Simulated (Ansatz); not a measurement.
**TaSi: relaxation of cell and atoms**

Computed with Ansatz 0.2.0, DFT, PBE, PAW with Ansatz's default frozen-core files, scalar-relativistic.

Command: `ansatz run input.yaml --threads 1 --pin off --max-ram 2048MiB --backend cpu --events-out ev --progress --plain --runs-dir out` The run took 16 s on 1 thread of Arm Neoverse V1, with other jobs on the host, peak memory 0.34 GiB.

```yaml
crystal:
  lattice:
    - [0.0, 2.968176307, 2.968176307]
    - [2.968176307, 0.0, 2.968176307]
    - [2.968176307, 2.968176307, 0.0]
  atoms:
    - { symbol: Ta, position: [0.0, 0.0, 0.0] }
    - { symbol: Si, position: [0.25, 0.25, 0.25] }
kpoints:
  mp_grid: { grid: [10, 10, 10] }
scf:
  occupations: { method: fermi_dirac, width: 0.08 }
hamiltonian:
  xc: pbe
  pseudopotentials: { kind: paw }
output:
  forces: true
  stress: true
relax:
  f_tol: 0.005
  max_steps: 80
  cell: {}
```

Spin polarisation is left out, and whether a magnetic state lies lower isn't shown here.

No spin–orbit coupling, which matters for the heavy atoms here.

The cell is built from the zincblende type as a first guess.

The cutoff is 420 eV; energies and pressures of the walk include the program's estimate of the Pulay term.

Each frame lists the cell vectors (Å), then Cartesian positions (Å); symmetry keeps all forces zero. Free energies count from the first step, -10565.9255 eV.

The walk took 7 evaluations in all; steps that aren't listed are left out.

Step 1: E = 0.0 meV, P = -6.70 GPa

```
cell 0.0000 2.9682 2.9682 2.9682 0.0000 2.9682 2.9682 2.9682 0.0000
Ta    0.0000    0.0000    0.0000
Si    1.4841    1.4841    1.4841
```

Step 2: E = -66.2 meV, P = 4.67 GPa

```
cell 0.0000 2.8415 2.8415 2.8415 0.0000 2.8415 2.8415 2.8415 0.0000
Ta    0.0000    0.0000    0.0000
Si    1.4208    1.4208    1.4208
```

Step 3: E = -95.6 meV, P = -0.53 GPa

```
cell 0.0000 2.8909 2.8909 2.8909 0.0000 2.8909 2.8909 2.8909 0.0000
Ta    0.0000    0.0000    0.0000
Si    1.4454    1.4454    1.4454
```

(1) How does the relaxation end?

## Answers

(1) It converges, with a = 5.770 Å, b = 5.770 Å, c = 5.770 Å, α = 90.00°, β = 90.00°, γ = 90.00° (conventional cell, space group F-43m). The last solve (on a basis chosen afresh for the final cell, so its energy is not quite comparable) gives E = -95.7 meV, P = 0.00 GPa:
```
cell 0.0000 2.8852 2.8852 2.8852 0.0000 2.8852 2.8852 2.8852 0.0000
Ta    0.0000    0.0000    0.0000
Si    1.4426    1.4426    1.4426
```
